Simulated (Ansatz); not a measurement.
**Squeezing Re (bcc type)**

```
Re
1.0
    -1.54263    1.54263    1.54263
     1.54263   -1.54263    1.54263
     1.54263    1.54263   -1.54263
Re
1
Direct
  0.00000 0.00000 0.00000
```

The cell comes from a relaxation on PAW files under the same functional, begun from a prototype that needn't be the stable phase.

Its volume is scaled at fixed shape and fractional positions.

Computed with Ansatz 0.2.0; functional PBEsol, scalar-relativistic. Settings: a Γ-centred 17×17×17 k mesh, Fermi–Dirac smearing of 0.1 eV, no spin polarisation. Methods: LAPW: all electrons, basis error target 1 meV/atom; PAW: frozen-core files, cutoff 420 eV; crystal datasets: all electrons, by PAW datasets that the program makes for each cell; norm-conserving: pseudopotentials, cutoff 980 eV.

Energies are extrapolated to zero smearing and count from the unscaled cell; pressure is positive in compression; gaps take the mesh and a band path. No temperature or zero-point motion is included.

Spin–orbit coupling is left out, which matters for the heavy atoms. The PAW files were made under PBE. The structure type is held throughout; the real material can change phase at far lower pressure.

```tsv
V/V0	V (Å³/atom)	P LAPW (GPa)	ΔE LAPW (eV/atom)	P PAW − LAPW (GPa)	ΔE PAW − LAPW (meV/atom)
1.00	14.68	0.09	0.000	-0.08	0.0
0.88	12.92	64.5	0.314	0.12	0.0
0.78	11.45	?	1.310	0.60	3.0
0.68	9.99	335.4	3.512	1.80	13.2
0.58	8.52	655.6	7.896	4.89	41.6
0.50	7.34	1123	14.250	10.57	95.2
0.43	6.31	?	23.596	20.62	192.5
```

**Question.** Fill in "P LAPW (GPa)" for the row "0.43".

**Answer.** 1859.

**Question.** Give the missing entry: row "0.78", column "P LAPW (GPa)".

**Answer.** 162.3.

**Question.** Fit the Vinet equation to the LAPW pressures over the whole range, with residuals weighted by 1/(|P| + 0.03·Pmax).

**Answer.** V0 = 14.69 Å³/atom, B0 = 369 GPa and B0′ = 4.67, and the fit misses no point by more than 19 GPa. A fit over so wide a range pins B0 less well than one near rest.

**Question.** At the smallest volume, how far do crystal datasets and norm-conserving lie from LAPW in pressure?

**Answer.** crystal datasets: 0.00 GPa; norm-conserving: +8.51 GPa, on a LAPW pressure of 1859 GPa.

**Question.** How do the Löwdin populations by LAPW change from the unscaled cell to the last row?

**Answer.** Re 5s 1.97 → 1.85, Re 6s 0.92 → 0.58, Re 5p 5.99 → 5.90, Re 5d 5.95 → 6.58 electrons an atom. These are projections on the shells that the free atoms fill; 0.17 e a cell lies outside them at the start and 0.11 e at the end.
